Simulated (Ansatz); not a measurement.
AlCrB:
```
AlCrB
1.0
    1.48338    -6.91551     0.00000
    1.48338     6.91551     0.00000
    0.00000     0.00000     2.94596
Al B Cr
2 2 2
Direct
  0.69102   0.30898   0.25000
  0.30898   0.69102   0.75000
  0.46745   0.53255   0.75000
  0.53255   0.46745   0.25000
  0.08370   0.91630   0.75000
  0.91630   0.08370   0.25000
```

Relaxed with PBEsol. Special points in fractions of this cell's reciprocal vectors: Γ (0.000, 0.000, 0.000); Y (-0.500, 0.500, 0.000); C0 (-0.262, 0.738, 0.000); Σ0 (0.262, 0.262, 0.000); Z (0.000, 0.000, 0.500); A0 (0.262, 0.262, 0.500); E0 (-0.262, 0.738, 0.500); T (-0.500, 0.500, 0.500); S (0.000, 0.500, 0.000); R (0.000, 0.500, 0.500).

**Question.** List the band energies nearest the Fermi level at these points for PBEsol in the plane-wave PAW code Ansatz.

**Answer.** In eV from the Fermi level; about four levels below and three above (degenerate sets whole), none deeper than 8.9 eV; points with the same levels are listed once.

```
k                     below                above
--  -----------------------  -------------------
Γ   -2.89 -2.78 -0.21 -0.09       0.26 0.35 0.36
Y   -2.82 -2.12 -0.09 -0.06       0.19 0.26 0.54
C0  -1.95 -1.40 -1.10 -0.91       0.54 0.60 0.79
Z   -2.68 -2.68 -0.18 -0.18  0.77 0.77 0.87 0.87
A0  -2.11 -2.11 -1.61 -1.61  1.02 1.02 1.30 1.30
T   -2.91 -2.91 -0.21 -0.21  0.21 0.21 1.21 1.21
S   -1.96 -1.41 -1.10 -0.91       0.54 0.67 0.71
R   -2.09 -2.09 -1.62 -1.62  0.99 0.99 1.32 1.32
```

Space group Cmcm. The start of the workflow was typed in or built on a structure type; neither database checked (COD, Materials Project) lists it. Its standing as an ambient phase is unchecked. The cell was relaxed with PBEsol under the symmetry of its start; its stability against distortions is not shown here. The workflow began spin-polarised and lost its moments.

Potentials: the earlier of the program's two PAW sets. The files were generated under PBE; for other functionals the program regenerates the frozen cores, and for LDA and PBEsol the local potential too.
